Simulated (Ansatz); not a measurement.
A relaxed cell of InO is given with its symmetry left out. It was relaxed at this level from a Materials Project cell.

Theory: Ansatz, DFT PBE, scalar-relativistic, plane waves, PAW. Cutoff 420 eV, Γ-centred mesh, Gaussian smearing, no spin polarisation.

```
In O
1.0
     3.44958    0.00000    0.00000
    -1.72479    2.98742    0.00000
     0.00000    0.00000   15.86688
In O
2 2
Direct
  0.66667 0.33333 0.59004
  0.66667 0.33333 0.40996
  0.00000 0.00000 0.63971
  0.00000 0.00000 0.36029
```

Energies over the elements count from the elements' standard structures at the same level (O₂ as a molecule), with no fitted energy shifts.

(1) What space group does it have?

(2) What is its formation energy per atom?

(3) Is it a metal?

Results:

(1) P-6m2 (No. 187). Conventional cell: a = 3.450 Å, c = 15.867 Å. Around In lie 3 O at 2.14 Å; O has 3 In at 2.14 Å.

(2) −1.080 eV/atom. It lies below the elements, which doesn't yet make it stable against other compounds or structures.

(3) No, the gap on the 12×12×4 mesh is 0.36 eV.

The last run used a 12×12×4 mesh (in the run's order of axes) for its 4-atom cell and Gaussian smearing of 0.02 eV. No dispersion correction is applied, so the spacing and binding between layers, chains or molecules are poorly described. Kohn–Sham gaps at this level usually fall short of measured ones. Small gaps are read on the mesh alone, and bands can cross between its points. A structure relaxed within its symmetry needn't be a true minimum.
